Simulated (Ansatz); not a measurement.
### Question
Name crystals whose computed values (the program Ansatz at the r²SCAN level (PAW)) fall in these windows: gap (eV) 2.6 to 3.4; electron conductivity mass (mₑ) 0.45 to 0.57.

### Answer


```json
[
 {"crystal": "MnF2, Pbcn (Mn on 4c, F on 8d)", "gap (eV)": "3.04", "electron conductivity mass (mₑ)": "0.52"},
 {"crystal": "SrScHO2, P4/mmm (Sr on 1d, Sc on 1a, O on 2f, H on 1b)", "gap (eV)": "2.89", "electron conductivity mass (mₑ)": "0.56"},
 {"crystal": "SiBi2O5, Cmcm (Pearson symbol oS32)", "gap (eV)": "3.29", "electron conductivity mass (mₑ)": "0.54"}
]
```
Others may fit too.

Spin orders computed, not proven ground states: MnF2, Pbcn (Mn on 4c, F on 8d) antiferromagnetic. Typed or built starts, not in the databases checked: SrScHO2, P4/mmm (Sr on 1d, Sc on 1a, O on 2f, H on 1b); SiBi2O5, Cmcm (Pearson symbol oS32). Standing as an ambient phase not checked: MnF2, Pbcn (Mn on 4c, F on 8d). All cells were relaxed under the symmetry of their starts (and spin orders); stability against distortions was not tested throughout. Cells of antiferromagnets are given as chemical subcells. Named crystals with no word on spin ran without spin polarisation. No Hubbard U is applied. Scalar-relativistic: spin–orbit coupling is off unless named, which matters more the heavier the elements.

Potentials: the earlier of the program's two PAW sets. The files were generated under PBE; for other functionals the program regenerates the frozen cores, and for LDA and PBEsol the local potential too.
